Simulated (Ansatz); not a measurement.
Hf2Cu:
```
CELL_PARAMETERS angstrom
     -1.55299     1.55299     5.42894
      1.55299    -1.55299     5.42894
      1.55299     1.55299    -5.42894
ATOMIC_POSITIONS crystal
  Hf 0.34460 0.34460 0.00000
  Hf 0.65540 0.65540 0.00000
  Cu 0.00000 0.00000 0.00000
```

Relaxed with LDA. Special points in fractions of this cell's reciprocal vectors: Γ (0.000, 0.000, 0.000); X (0.000, 0.000, 0.500); P (0.250, 0.250, 0.250); N (0.000, 0.500, 0.000); M (0.500, 0.500, -0.500); S (0.270, 0.730, -0.270); S0 (-0.270, 0.270, 0.270); R (-0.041, 0.041, 0.500); G (0.500, 0.500, -0.041).

Task: List the band energies nearest the Fermi level at these points for LDA (plane waves, PAW; program Ansatz).

Result: In eV from the Fermi level; about four levels below and three above (degenerate sets whole), none deeper than 8.9 eV; points with the same levels are listed once.

| k | below | above |
|---|---|---|
| Γ | -3.47 -3.47 -3.33 -1.92 -0.81 | 0.57 2.47 2.47 |
| X | -2.55 -2.22 -1.24 -0.76 | 1.60 1.77 4.20 |
| P | -2.85 -2.22 -2.13 -2.13 | 0.53 0.53 2.25 |
| N | -3.53 -2.49 -1.62 -0.63 | 0.44 0.84 0.96 |
| M | -3.47 -3.47 -3.32 -1.50 -1.00 | 0.34 1.42 1.42 |
| S | -3.53 -2.21 -2.01 -0.34 | 0.20 0.43 1.30 |
| R | -2.42 -2.26 -1.43 -0.81 | 1.53 1.94 4.15 |

Space group I4/mmm (MoSi2 or CaC2 type). The workflow started from a Materials Project entry (that database holds measured and hypothetical structures alike); the Crystallography Open Database files this formula in space group No. 139, but the cells were not matched. Whether it is the stable phase at ambient conditions was not checked. The LDA relaxation kept the symmetry of its start; whether a distortion lowers the energy is not shown. The run is not spin-polarised. Scalar-relativistic: spin–orbit coupling is off unless named, which matters more the heavier the elements.

Potentials: the later of the program's two PAW sets.
